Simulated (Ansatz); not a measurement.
Relaxed-ion elastic tensor of HfC (rock salt, Fm-3m) in GPa (Voigt order), PBEsol (plane waves, PAW; program Ansatz); density 12.94 g/cm³, 12.22 Å³ per atom.

```json
[
 {"": "1", "1": "540", "2": "103", "3": "103", "4": "0.0", "5": "0.0", "6": "0.0"},
 {"": "2", "1": "103", "2": "540", "3": "103", "4": "0.0", "5": "0.0", "6": "0.0"},
 {"": "3", "1": "103", "2": "103", "3": "540", "4": "0.0", "5": "0.0", "6": "0.0"},
 {"": "4", "1": "0.0", "2": "0.0", "3": "0.0", "4": "174", "5": "0.0", "6": "0.0"},
 {"": "5", "1": "0.0", "2": "0.0", "3": "0.0", "4": "0.0", "5": "174", "6": "0.0"},
 {"": "6", "1": "0.0", "2": "0.0", "3": "0.0", "4": "0.0", "5": "0.0", "6": "174"}
]
```

**Question.** Is the crystal mechanically stable?

**Answer.** Yes: the smallest eigenvalue of C is 174 GPa.

**Question.** Work out the Voigt, Reuss and Hill averages.

**Answer.** K_V = 249, K_R = 249, K_H = 249; G_V = 192, G_R = 190, G_H = 191 GPa.

**Question.** Give Young's modulus, Poisson's ratio, Pugh's ratio and the universal anisotropy index.

**Answer.** E = 9KG/(3K + G) = 456 GPa; ν = 0.19; K/G = 1.30 (brittle by the Pugh limit of 1.75); A_U = 5G_V/G_R + K_V/K_R − 6 = 0.06.

**Question.** Estimate the sound speeds and the Debye temperature.

**Answer.** v_l = √((K + 4G/3)/ρ) = 6230 m/s, v_t = √(G/ρ) = 3840 m/s, mean 4240 m/s; Θ = (h/k)(3n/4πV)^(1/3) v_m = 548 K.

**Question.** Give the Zener ratio and Young's modulus along [100], [110] and [111].

**Answer.** A = 2C44/(C11 − C12) = 0.80; 1/E = S11 − 2(S11 − S12 − S44/2)Γ with Γ = 0, 1/4, 1/3 gives 507, 442, 424 GPa.

The PBEsol relaxation kept the symmetry of its start; of distortions, only those at the zone centre were tested. The run is not spin-polarised. As this level gives no gap, shear constants depend on the k-mesh and smearing (Fermi–Dirac, 0.1 eV here). Scalar-relativistic: spin–orbit coupling is off unless named, which matters more the heavier the elements.

Potentials: the later of the program's two PAW sets.
